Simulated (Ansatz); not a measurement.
## MgV2PbO2F8 — contact hyperfine fields

Cell: a computed structure from the Materials Project (it need not be an observed phase), ions relaxed with PBE at fixed cell.

```cif
data_MgV2PbO2F8
_symmetry_space_group_name_H-M 'P-1'
_symmetry_Int_Tables_number 2
_cell_length_a 5.4710
_cell_length_b 6.6370
_cell_length_c 7.7578
_cell_angle_alpha 104.894
_cell_angle_beta 95.597
_cell_angle_gamma 113.767
loop_
_atom_site_label
_atom_site_type_symbol
_atom_site_symmetry_multiplicity
_atom_site_Wyckoff_symbol
_atom_site_fract_x
_atom_site_fract_y
_atom_site_fract_z
Mg Mg 1 b 0.0000 0.0000 0.5000
V V 2 i 0.3883 0.7093 0.2848
Pb Pb 1 a 0.0000 0.0000 0.0000
O O 2 i 0.2858 0.4361 0.1819
F7 F 2 i 0.2772 0.8337 0.1162
F9 F 2 i 0.7602 0.8943 0.2477
F11 F 2 i 0.6226 0.7941 0.5194
F13 F 2 i 0.1183 0.7448 0.4101
```

One atom of each set is listed.

All values are calculated (Ansatz; DFT, r2SCAN, plane waves and PAW, scalar-relativistic, collinear spin, 500 eV cutoff, Γ-centred 4×4×3 k-points, Fermi–Dirac smearing 0.02 eV), not measured. Start moments as typed (μB): 1 on each V, none on the rest.

B_c = (2μ₀/3)μB(ρ↑ − ρ↓), with the spin density averaged over the Thomson radius around the nucleus, 7.77 T per e/Å³, positive along the up direction of the run. The valence column is what the valence and semicore waves of the PAW files give as listed; the rest comes from solving these waves and the inner shells again in each spin's potential.

(1) Give the site moments and the Fermi-contact fields.

Answers

(1) The cell's net moment is 2.00 μB; the site moments, counted in spheres around the atoms, add up to 1.32 μB, and the difference lies between the spheres. One atom of each set is listed.

```tsv
site	m (μB)	B_c (T)	valence column (T)	rest (T)
Mg	0.00	0.5	0.4	0.0
V	0.72	-10.7	5.5	-16.3
Pb	0.00	-16.3	-16.4	0.1
O	-0.10	-1.1	-3.0	1.9
F7	0.01	0.4	0.7	-0.3
F9	0.00	0.1	0.2	-0.1
F11	0.01	0.2	0.4	-0.2
F13	0.01	0.2	0.6	-0.3
```

The largest force is 0.5 eV/Å, so the atoms aren't at the calculated equilibrium and relaxing them would move these values. The program didn't check the stability of this electronic state in full, so a lower one may lie near. All moments on V are parallel here, as they were started; many such compounds order antiparallel, where fields on atoms that lie between magnetic neighbours largely cancel. The magnetic order is the one that the run reached from its start moments, not necessarily the measured one. Spin–orbit coupling is left out, which matters on Pb. Semilocal functionals underestimate core polarisation, so for a given moment the contact field on a magnetic ion comes out too small, by up to a factor of two. Orbital and dipolar fields are left out; they are small for half-filled shells and for d³ or d⁸ ions in regular octahedra, but can rival the contact field on other open-shell ions. Fields under about 2 T can be off by more than a tenth.

Hardware: 1 thread of Arm Neoverse V2 (aarch64; 8 cores open to the job, memory cap 3.0 GiB, no GPU), a shared host with a load of 0.3 a core. Wall time 4.3 min, CPU time 4.3 min, peak memory 1.6 GiB.
